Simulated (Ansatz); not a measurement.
An Ansatz (an electronic-structure program) run. Input:

Ansatz 0.2 input:
```yaml
crystal:
  lattice:
    - [2.2392694143, -3.7977612111, 0.0]
    - [2.2392694143, 3.7977612111, 0.0]
    - [0.0, 0.0, 4.4858420921]
  atoms:
    - { symbol: Ga, position: [0.6559518531, 0.3440481469, 0.4166436946] }
    - { symbol: Ga, position: [0.3440481469, 0.6559518531, 0.5833563054] }
    - { symbol: Ga, position: [0.8440481469, 0.1559518531, 0.9166436946] }
    - { symbol: Ga, position: [0.1559518531, 0.8440481469, 0.0833563054] }
kpoints:
  mp_grid: { grid: [11, 11, 9] }
hamiltonian:
  xc: pbesol
  pseudopotentials: { kind: paw }
scf:
  occupations: { method: fermi_dirac, width: 0.1 }
phonons:
  method: dfpt
  response_accuracy: low
  eigenvectors: true
  rigid_motions: translations
```

Output (shortened):

```
Pseudopotential: Ga, paw, valence charge 13
Functional definition: PBEsol
Crystal: 4 atoms, lattice volume = 76.297 Å³
Basis set: ecut = 420 eV, 1509 PW (Γ), exchange–correlation on 60×60×60 points (8 copies of the dense FFT grid, shifted against one another)
Bands: 32, of which v1, the nominal top of the filled ones, is band 26 counted from 1 (25 counted from 0)
Symmetry: 8 space group operations
k-points: 300 of 1089 (irreducible under 2 space group operations, time reversal used)
SCF iter   1: F=—  HF=-14972.826193 eV  |F-HF|=—  |Δ(HF+E_count)|=         —  Δρ=2.08e-3  dr2=2.84e-3  ethr=1.77e-3  ⟨swp⟩=5.6  Hψ=36934  notcnv=0
preconditioner: auto → Kerker (q_TF=auto, 2.559 Å⁻¹)
SCF iter   2: F=—  HF=-14972.822079 eV  |F-HF|=—  |Δ(HF+E_count)|=   4.11e-3  Δρ=1.28e-3  dr2=1.22e-3  ethr=5.46e-6  ⟨swp⟩=2.0  Hψ=18196  notcnv=0
SCF iter   3: F=—  HF=-14972.821903 eV  |F-HF|=—  |Δ(HF+E_count)|=   1.76e-4  Δρ=3.86e-4  dr2=2.16e-4  ethr=2.35e-6  ⟨swp⟩=2.4  Hψ=17459  notcnv=0
SCF iter   4: F=—  HF=-14972.821892 eV  |F-HF|=—  |Δ(HF+E_count)|=   1.11e-5  Δρ=2.38e-4  dr2=6.12e-5  ethr=4.15e-7  ⟨swp⟩=2.0  Hψ=16507  notcnv=0
SCF iter   5: F=—  HF=-14972.821871 eV  |F-HF|=—  |Δ(HF+E_count)|=   2.01e-5  Δρ=2.62e-4  dr2=2.34e-5  ethr=1.18e-7  ⟨swp⟩=2.0  Hψ=17380  notcnv=0
SCF iter   6: F=—  HF=-14972.821863 eV  |F-HF|=—  |Δ(HF+E_count)|=   8.91e-6  Δρ=4.96e-5  dr2=1.13e-6  ethr=4.49e-8  ⟨swp⟩=2.0  Hψ=15554  notcnv=0
SCF iter   7: F=—  HF=-14972.821859 eV  |F-HF|=—  |Δ(HF+E_count)|=   3.32e-6  Δρ=1.73e-5  dr2=1.22e-7  ethr=2.17e-9  ⟨swp⟩=2.0  Hψ=17371  notcnv=0
SCF iter   8: F=—  HF=-14972.821859 eV  |F-HF|=—  |Δ(HF+E_count)|=   4.12e-8  Δρ=9.14e-6  dr2=3.29e-8  ethr=2.35e-10  ⟨swp⟩=2.4  Hψ=17368  notcnv=0
SCF iter  11: F=-14972.821859 eV  HF=-14972.821859 eV  |F-HF|=3.64e-12  |Δ(HF+E_count)|=  7.28e-12  Δρ=1.41e-8  dr2=1.73e-13  ethr=1.00e-12  ⟨swp⟩=5.5  Hψ=43088  notcnv=0
SCF 1 converged in 11 iterations: F = -14972.821859 eV  dr2 = 1.73e-13
DFPT response loops at Γ: preconditioner auto → Kerker (q_TF=auto, 2.559 Å⁻¹) (partly filled bands, converged f_vac=0.002) …
SCF converged after 11 iterations
Free energy (F): -14972.821859 eV
Harris-Foulkes:  -14972.821859 eV  (|F-HF|=3.64e-12)
Internal energy: -14972.793354 eV  (E = F + TS)
E sigma→0 (E₀):  -14972.807607 eV
Entropy (-TS):   -0.028505 eV (-7.126 meV/atom)
Fermi energy:    9.223317 eV
--- Per-component energies (eV) ---
  E_band       = -170.528735
  E_kinetic    = 462.916145
  E_local      = -7528.264442  (includes V_loc(G=0)·N_el)
  E_nonlocal   = 1695.323464
  E_hartree    = 3531.067885
  E_xc         = -276.079985
  E_vxc        = -234.600033  (∫ρ·V_xc dr)
  E_paw        = -7787.983614  (= ΣΔE_a)
  E_vpaw       = -1628.039224  (= ΣTr[D̂ρ^β])
  E_aug_tail   = -0.000428  (compensation charges beyond the density's cutoff)
  E_ewald      = -5073.224290
  E_core_change = 3.451911  (= ΣΔE_core)
  E_smearing   = -0.028505  (= −TS)
  E_closure    =  0.000000  (closes the sum)
  Σ components = -14972.821859   (vs F -14972.821859, Δ=0.00e0)
  [band-id]    e_kinetic+e_local+e_nonlocal+2·e_hartree+e_vxc+e_vpaw+e_augmentation_tail = -170.528749   (vs E_band -170.528735, Δ=-1.34e-5)
--- Band table (eV; the first three rows and the last of 300) ---
  k-point 0: bands = ["-5.9096", "-5.9009", "-5.8652", "-5.8477", "-5.8265", "-5.8029", "-5.7383", "-5.6824", "-5.6568", "-5.6401", "-5.6305", "-5.6226", "-5.6075", "-5.5670", "-5.5448", "-5.4899", "-5.4364", "-5.4250", "-5.3945", "-5.3134", "-2.0056", …
  k-point 1: bands = ["-5.9078", "-5.9030", "-5.8587", "-5.8537", "-5.8264", "-5.7979", "-5.7407", "-5.7084", "-5.6494", "-5.6423", "-5.6314", "-5.6171", "-5.5946", "-5.5596", "-5.5573", "-5.4784", "-5.4362", "-5.4243", "-5.3958", "-5.3174", "-1.9121", …
  k-point 2: bands = ["-5.9122", "-5.8838", "-5.8654", "-5.8598", "-5.8254", "-5.7944", "-5.7410", "-5.7245", "-5.6795", "-5.6757", "-5.6011", "-5.5950", "-5.5808", "-5.5566", "-5.5552", "-5.4581", "-5.4348", "-5.4238", "-5.3997", "-5.3298", "-1.6315", …
  k-point 299: bands = ["-5.9629", "-5.9055", "-5.8846", "-5.8614", "-5.8508", "-5.7719", "-5.7622", "-5.7244", "-5.6827", "-5.6700", "-5.6138", "-5.5990", "-5.5463", "-5.4856", "-5.4694", "-5.4582", "-5.4562", "-5.4083", "-5.3966", "-5.3720", "-0.2556", …
--- Phonons (Γ-DFPT): 3 representative perturbations + reference, on 300 of 1089 k-points (Σ response iterations 9) ---
  ASR residual: 1.222e-4 → 0.000e0 eV/Å²; symmetrization residual: 5.397e-6 eV/Å²
  ASR residual per site (eV/Å²): 1.22e-4 1.22e-4 1.22e-4 1.22e-4
  Γ frequencies (cm⁻¹): 0.00 0.00 0.00 62.89 93.07 97.06 108.86 152.57 183.66 187.83 211.21 236.00
  non-analytic LO–TO correction: not included (Born effective charges unavailable; polar crystals: no LO–TO splitting at Γ)
```

Cost: about 2.2 core-minutes (a rough figure) on shared cores.

Space group Cmce (α-Ga). The cell was relaxed with PBEsol under the symmetry of its start; of distortions, only those at the zone centre were tested. As this level gives no gap, phonon frequencies hold no LO–TO term and depend on the k-mesh and smearing (Fermi–Dirac, 0.1 eV here). Spin–orbit coupling is left out wherever it is not named.

Potentials: the later of the program's two PAW sets.

Ansatz is a plane-wave DFT program.
